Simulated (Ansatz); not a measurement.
FeNi (L1₀ or tetragonal B2, P4/mmm), PBEsol (plane waves, PAW; program Ansatz), all energies at zero smearing, with the estimated change up to a 700 eV cutoff added, with one set of potentials and settings (totals compare only within such a set). Cell of 2 atoms (1 Fe, 1 Ni): -10253.938 eV.

```
element                             reference phase  E (eV/atom)
-------  ------------------------------------------  -----------
Fe       Im-3m, 1 atoms in the cell, spin-polarised   -4448.8520
Ni       Fm-3m, 1 atoms in the cell, spin-polarised   -5804.9762
```

Formation energy per atom, worked out: (-10253.938 − 1×(-4448.8520) − 1×(-5804.9762))/2 = -0.055 eV/atom (-5 kJ per mol of atoms), at 0 K, without zero-point energy or fitted corrections.

The workflow started from a Materials Project entry (that database holds measured and hypothetical structures alike); the Crystallography Open Database files this formula in space group No. 123, but the cells were not matched. Whether it is the stable phase at ambient conditions was not checked. Symmetry was held in the PBEsol relaxation; whether a distortion lowers the energy is not shown. Magnetic state: ferromagnetic, chosen from 5 collinear starts compared on coarse meshes (ties went to the first, and starts can fall back to one state), not a proven ground state. The references are the lowest solids computed at this level, not always the standard phases.

Potentials: the later of the program's two PAW sets.
